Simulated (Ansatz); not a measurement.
**How much do the gradients of LiAu4Se4Cl4O12 depend on the method?**

Cell: a Materials Project structure (computed, not necessarily an observed phase), atoms as given.

```
Li Se Au Cl O
1.0
     4.63286    0.00000    0.00000
     0.87834   10.14630    0.00000
     0.76261    1.33133   10.98569
Li Se Au Cl O
1 4 4 4 12
Direct
  0.25848 0.07635 0.21893
  0.74205 0.86081 0.28650
  0.17969 0.71413 0.89513
  0.79532 0.31089 0.09428
  0.29488 0.12775 0.73469
  0.01806 0.58891 0.17172
  0.95776 0.00118 0.00372
  0.01163 0.42111 0.81113
  0.03388 0.99385 0.50753
  0.35152 0.49036 0.66311
  0.68364 0.52633 0.32688
  0.31526 0.16644 0.42591
  0.75707 0.81911 0.57549
  0.61350 0.96134 0.16144
  0.70507 0.35849 0.94641
  0.04095 0.77225 0.22291
  0.04212 0.17151 0.08677
  0.08095 0.40472 0.11980
  0.89296 0.82439 0.93449
  0.31713 0.64547 0.03423
  0.99179 0.24172 0.74966
  0.96708 0.97868 0.33042
  0.92786 0.60228 0.86883
  0.33060 0.04755 0.87854
  0.09353 0.00689 0.68363
```

Atom numbers follow the list; atoms alike are taken as one site, whose name carries the number of the first.

First run. The numbers come from a DFT calculation in Ansatz (PBE, plane waves and PAW, scalar-relativistic, 420 eV cutoff, Γ-centred 7×4×3 k-points, Fermi–Dirac smearing 0.05 eV).

```
site  atom  V_zz (10²¹ V/m²)     η
 Se2     2             -29.6  0.23
 Se3     3             -30.6  0.16
 Se4     4             -30.7  0.03
 Se5     5             -29.4  0.05
 Au6     6              8.63  0.78
 Au7     7             -6.84  0.77
 Au8     8             -7.97  0.63
 Au9     9            -12.30  0.67
Cl12    12              25.6  0.20
Cl13    13              30.6  0.04
 O14    14             12.65  0.66
 O17    17             14.16  0.78
 O19    19             14.66  0.92
 O23    23             15.36  0.97
```

Second run. The same atoms and settings, except that the functional is r2SCAN and the cutoff is 500 eV.

(1) What does the second run give?

Answers

(1) 

| site | atom | V_zz | η | change of V_zz |
| --- | --- | --- | --- | --- |
| Se2 | 2 | -31.7 | 0.23 | -2.13 |
| Se3 | 3 | -32.6 | 0.16 | -2.00 |
| Se4 | 4 | -32.6 | 0.02 | -1.90 |
| Se5 | 5 | -31.3 | 0.07 | -1.95 |
| Au6 | 6 | 5.40 | 0.86 | -3.23 |
| Au7 | 7 | -10.65 | 0.77 | -3.81 |
| Au8 | 8 | -3.61 | 0.91 | +4.36 |
| Au9 | 9 | 7.16 | 0.95 | – |
| Cl12 | 12 | 25.0 | 0.17 | -0.62 |
| Cl13 | 13 | 30.1 | 0.01 | -0.54 |
| O14 | 14 | 13.48 | 0.61 | +0.83 |
| O17 | 17 | 14.80 | 0.75 | +0.64 |
| O19 | 19 | 15.24 | 0.90 | +0.58 |
| O23 | 23 | 15.84 | 0.97 | +0.48 |

The largest change of V_zz along a kept axis is on Au8, from -7.97 to -3.61. In per cent, |V_zz| changes by +6 to +7 on Se, -55 to +56 on Au, -2 on Cl, +3 to +7 on O (all sites that start above 2, bar those whose gradient vanishes or changes sign or whose main axis turns by over 40°). Where |V_zz| stays above 0.1 and the axes keep their order, η moves most on Au8, from 0.63 to 0.91. On Au9 the largest principal value lies along another axis in the second run, so the two V_zz can't be compared directly. The table leaves out 11 of the 25 sites, with |V_zz| up to 31.24; their tensors move by 0.82 at most along any direction. The statements above cover all sites.

With no gap above 0.1 eV, as in a metal, the gradients converge slowly in k; expect changes of a tenth or more on a denser mesh. Spin–orbit coupling is left out, which shifts gradients on Au by a few per cent in wide-gap crystals, and can shift them far more where the calculated gap is small or absent, as here.
For the first run: The largest force is 0.3 eV/Å, so the atoms aren't at the calculated equilibrium and relaxing them would move these values. With these PAW files V_zz is typically within 2 to 3 % of all-electron values, but misses above 10 % occur on Li.
For the second run: The largest force is 1.2 eV/Å, so the atoms aren't at the calculated equilibrium and relaxing them would move these values. With these PAW files V_zz is typically within 2 to 3 % of all-electron values, but misses above 10 % occur on Au, Li.
